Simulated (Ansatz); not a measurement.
Given:

TaSi:
```xyz
2
Lattice="0.0000 2.5748 2.5748 2.5748 0.0000 2.5748 2.5748 2.5748 0.0000" Properties=species:S:1:pos:R:3 pbc="T T T"
Si     0.0000     0.0000     0.0000
Ta     2.5748     2.5748     2.5748
```

This is the PBE-relaxed structure.

Question: All from the program Ansatz at the PBE level (PAW), unless another level is named. Give the electronic character.

Answer: metallic (no gap).

Question: Next, the formation energy from the elements (no fitted shifts)?

Answer: -0.051 eV/atom.

Question: Give the gap with spin–orbit coupling.

Answer: none (metallic).

Space group Fm-3m (rock salt). The cell is a constructed one: a structure type filled with these elements; neither database checked (COD, Materials Project) lists it. Its standing as an ambient phase is unchecked. The PBE relaxation kept the symmetry of its start; of distortions, only those at the zone centre were tested. The run is not spin-polarised. The references are the lowest solids computed at this level, not always the standard phases. Spin–orbit coupling is left out wherever it is not named.

Potentials: the later of the program's two PAW sets.
